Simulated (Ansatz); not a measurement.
Here is an unrelaxed guess for Si₃C.

```cif
data_structure
_symmetry_space_group_name_H-M 'Pmmm'
_symmetry_Int_Tables_number 47
_cell_length_a 2.4974
_cell_length_b 2.5790
_cell_length_c 9.2666
_cell_angle_alpha 90.000
_cell_angle_beta 90.000
_cell_angle_gamma 90.000
_cell_volume 59.68
loop_
_atom_site_label
_atom_site_type_symbol
_atom_site_symmetry_multiplicity
_atom_site_Wyckoff_symbol
_atom_site_fract_x
_atom_site_fract_y
_atom_site_fract_z
_atom_site_occupancy
Si1 Si 2 r 0.00000 0.50000 0.25604 1
Si2 Si 1 c 0.00000 0.00000 0.50000 1
C1 C 1 a 0.00000 0.00000 0.00000 1
```

These are results of DFT PBE, scalar-relativistic, plane waves, PAW in Ansatz, not measurements. Settings: cutoff 420 eV, Γ-centred mesh 6×6×2 on the computed 4-atom cell, Gaussian smearing of 0.10 eV; no spin polarisation.

Energies over the elements count from the elements' standard structures at the same level, with no fitted energy shifts.

Problem. How far from equilibrium is it?

Solution. The pressure is -10.2 GPa (the mean over three directions, positive in compression), the largest force is 1.53 eV/Å, and the energy is +1.43 eV/atom against the elements. The shortest distance is 2.50 Å.

Problem. Is it a good guess?

Solution. A rough one: relaxing gains about 0.76 eV/atom (the start's value is from the coarse mesh, so the gain is rough) in 30 ionic steps and ends at +0.67 eV/atom on the finer mesh. The symmetry stays Pmmm (No. 47). The volume per atom shrinks by 13.7 %, from 14.9 to 12.9 Å³. The shortest distance goes from 2.50 Å (C–C and Si–Si) to 1.96 Å (Si–C). Conventional cell: a = 2.496 Å, b = 2.854 Å, c = 7.227 Å. Around Si on a site of symmetry mm2 lie 2 C at 1.96 Å, 2 Si at 2.50 Å and 3 Si at 2.67–2.69 Å; Si on a site of symmetry mmm has 2 Si at 2.50 Å, 4 Si at 2.69 Å and 2 Si at 2.85 Å; C is surrounded by 4 Si at 1.96 Å.

The last run used an 18×16×8 mesh (in the run's order of axes) for its 4-atom cell and Gaussian smearing of 0.10 eV. The reference form of C is held partly by dispersion forces, which this level lacks. The relaxation can't lower the symmetry of the start, and the grade says only how near the guess is to its own end. A later test with randomly moved atoms led to a structure 170 meV/atom lower, so this end is a saddle point or a shallow minimum.
